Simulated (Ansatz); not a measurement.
## Sensitivity of the gradients in Si₃N₄ to the input

Cell: a COD entry (perhaps calculated rather than measured), atoms as given.

Space group P6_3/m (No. 176); a = 7.6015, c = 2.9061 Å, γ = 120.00°.

```
site  Wyckoff  site symmetry       x       y       z
  Si       6h            m..  0.7685  0.1746  0.2500
  N7       6h            m..  0.0305  0.3303  0.2500
 N13       2d           -6..  0.6667  0.3333  0.2500
```

One atom of each set is listed.

Reference run. Method: Kohn–Sham DFT in Ansatz, PBE, plane waves and PAW, scalar-relativistic, 420 eV cutoff, Γ-centred 4×4×10 k-points, Fermi–Dirac smearing 0.02 eV.

(1) The input is changed as follows: `basis.ecutwfc`: not typed → 350 eV. What happens to V_zz (10²¹ V/m²) and η?

Results:

(1) 

| site | V_zz reference | η reference | V_zz changed | η changed |
| --- | --- | --- | --- | --- |
| Si | 0.97 | 0.43 | 0.97 | 0.44 |
| N7 | -4.93 | 0.07 | -4.84 | 0.07 |
| N13 | -4.89 | 0.00 | -4.81 | 0.00 |

The largest change of V_zz is on N7, from -4.93 to -4.84. In per cent, |V_zz| changes by 0 on Si, -2 on N (all sites that start above 0.5). SCF iterations: 6 and 7. New warnings: cutoff below recommended. In the changed run the cutoff of 350 eV lies below the one recommended for these PAW files, yet the gradients stay close to the reference.

On the reference run: At this cell the PBE pressure is 6 GPa, so with PBE the cell would grow if it were relaxed.
